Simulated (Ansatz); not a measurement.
Bulk crystal (Co) after relaxation:

```cif
data_structure
_symmetry_space_group_name_H-M 'P6_3/mmc'
_symmetry_Int_Tables_number 194
_cell_length_a 2.4564
_cell_length_b 2.4564
_cell_length_c 3.9694
_cell_angle_alpha 90.000
_cell_angle_beta 90.000
_cell_angle_gamma 120.000
_cell_volume 20.74
loop_
_atom_site_label
_atom_site_type_symbol
_atom_site_symmetry_multiplicity
_atom_site_Wyckoff_symbol
_atom_site_fract_x
_atom_site_fract_y
_atom_site_fract_z
_atom_site_occupancy
Co1 Co 2 c 0.33333 0.66667 0.25000 1
```

Miller indices refer to the conventional cell of P6_3/mmc (No. 194), a = 2.456 Å, b = 2.456 Å, c = 3.969 Å, α = 90.00°, β = 90.00°, γ = 120.00°.

Level of theory: DFT PBEsol, scalar-relativistic, plane waves, PAW (Ansatz 0.2.0). Cutoff 420 eV, Gaussian smearing of 0.10 eV, collinear spin. A dipole correction acts along the normal.

A relaxed slab with low-index faces, about a nanometre thick, has these properties:

For this slab, the surface energy (mean of both faces) is 3.43 J/m², the work function is 4.15 eV and the sequence of site moments over 0.05 μB in size, bottom to top is Co 1.83, Co 1.75, Co 1.66, Co 1.66, Co 1.58, Co 1.62, Co 1.62, Co 1.58, Co 1.66, Co 1.66, Co 1.75, Co 1.83 μB.

Task: Which low-index plane was cut?

Result: The (101) plane.